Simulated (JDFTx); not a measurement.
```json
{
  "surface": "ZrB2(1 0 -1 1), B/Zr outermost, slab composition Zr4B8",
  "bulk": "ZrB2, P6/mmm, lattice of mp-1472 (not re-optimised)",
  "slab": "12 atoms in 12 planes, 1x1, 7.2 Å between the outermost planes",
  "in-plane cell": "3.168 × 4.759 Å, 14.22 Å²",
  "cell_height": "23.2 Å",
  "sampling": "8×8×1 k mesh, Fermi smearing 0.01 Ha, no spin polarisation"
}
```

Whether this polymorph is the ambient one wasn't checked. Neither spin polarisation nor a larger cell was tried.

Computed with a modified build of JDFTx: PBE, GBRV ultrasoft potentials, plane waves to 20/100 Ha. Vacuum. The outer atoms relax from bulk positions, keeping the cell's symmetry; the lattice is not PBE's own optimum in this code, and that strain can shift the moves by a few hundredths of an ångström. Input:

```
lattice \
  5.9857454643 2.9928727416 0.0000000000 \
  0.0000000000 8.4815578742 0.0000000000 \
  0.0000000000 0.0000000000 43.8416460913
coords-type Lattice
ion B 0.7538718170 0.2422563650 -0.1559748770 1
ion B 0.1916138060 0.3667723880 -0.1247799010 1
ion B 0.0670977830 0.6158044340 -0.0623899510 0
ion B 0.5048397720 0.7403204560 -0.0311949750 0
ion B 0.3803237490 0.9893525020 0.0311949750 0
ion B 0.8180657380 0.1138685250 0.0623899510 0
ion B 0.6935497150 0.3629005700 0.1247799010 1
ion B 0.1312917030 0.4874165930 0.1559748770 1
ion Zr 0.4727428120 0.8045143770 -0.1403773890 1
ion Zr 0.7859687780 0.1780624450 -0.0467924630 0
ion Zr 0.0991947430 0.5516105130 0.0467924630 0
ion Zr 0.4124207090 0.9251585820 0.1403773890 1
ion-species pseudo/b_pbe_v1.4.upf
ion-species pseudo/zr_pbe_v1.upf
elec-cutoff 20 100
elec-ex-corr gga-PBE
coulomb-interaction Slab 001
coulomb-truncation-embed 0 0 0
kpoint-folding 8 8 1
elec-smearing Fermi 0.01
lcao-params 10
elec-n-bands 52
electronic-scf nIterations 100 energyDiffThreshold 1e-07
ionic-minimize nIterations 10 energyDiffThreshold 1e-5 knormThreshold 4e-4
dump-name vac.$VAR
dump End State Ecomponents EigStats BandEigs Forces ElecDensity IonicPositions Fillings Kpoints Dtot
```

How far do the free atoms of the upper face move along the normal, and how much energy is released?

B (atom 8) -0.13 Å, Zr (atom 12) -0.01 Å, B (atom 7) 0.08 Å (positive: outward). The free energy falls by 0.338 eV per cell, 190 mJ/m².
